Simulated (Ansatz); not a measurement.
AuCl:
```
CELL_PARAMETERS angstrom
     -3.46120     3.46120     4.31733
      3.46120    -3.46120     4.31733
      3.46120     3.46120    -4.31733
ATOMIC_POSITIONS crystal
  Au 0.87500 0.62500 0.75000
  Au 0.37500 0.12500 0.25000
  Au 0.87500 0.12500 0.25000
  Au 0.87500 0.12500 0.75000
  Cl 0.69803 0.69803 0.00000
  Cl 0.44803 0.94803 0.50000
  Cl 0.05197 0.55197 0.50000
  Cl 0.30197 0.30197 0.00000
```

The program Ansatz at the r²SCAN level (PAW) gives a gap of 2.17 eV without spin–orbit coupling, maximum at Γ, minimum at Γ.

What happens when spin–orbit coupling is switched on?

The gap decreases by 0.35 eV, to 1.82 eV; maximum at Γ, minimum at Γ.

Give the electron effective mass with spin–orbit coupling.

0.21 mₑ (isotropic).

Give the hole effective mass with spin–orbit coupling.

0.21, 0.97, 0.97 mₑ (principal values).

Space group I4_1/amd. The workflow started from a Materials Project entry (that database holds measured and hypothetical structures alike); the Crystallography Open Database copy checked does not list it. Whether it is the stable phase at ambient conditions was not checked. The r²SCAN relaxation kept the symmetry of its start; whether a distortion lowers the energy is not shown.

Potentials: the later of the program's two PAW sets.
